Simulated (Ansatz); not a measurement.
Input:

SiSn:
```yaml
crystal:
  lattice:
    - [3.82988, 0.00000, 0.00000]
    - [-1.91494, 3.31677, 0.00000]
    - [0.00000, 0.00000, 3.49251]
  atoms:
    - { symbol: Sn, position: [0.00000, 0.00000, 0.00000] }
    - { symbol: Si, position: [0.66667, 0.33333, 0.50000] }
```

This is the PBEsol-relaxed structure. Cartesian axes are those of the cell as given.

All from PBEsol (plane waves, PAW; program Ansatz), unless another level is named. Estimate the Young's modulus.

55.6 GPa.

And the elastic constants (relaxed ions, GPa)?

C11 = 78.2, C12 = 37.1, C13 = 68.3, C33 = 115, C44 = 30.3.

What about the highest zone-centre frequency?

26.5 meV.

Space group P-6m2. A made-up cell: these elements were put on the sites of a structure type; neither database checked (COD, Materials Project) lists it. Whether it is the stable phase at ambient conditions was not checked. The cell keeps a stress of up to 0.2 GPa. The PBEsol relaxation kept the symmetry of its start; whether a distortion lowers the energy is not shown. As this level gives no gap, shear constants depend on the k-mesh and smearing (Fermi–Dirac, 0.1 eV here). On the denser mesh and wider smearing of the elastic run this cell carries a stress of 0.7 GPa. Scalar-relativistic: spin–orbit coupling is off unless named, which matters more the heavier the elements.

Potentials: the later of the program's two PAW sets.
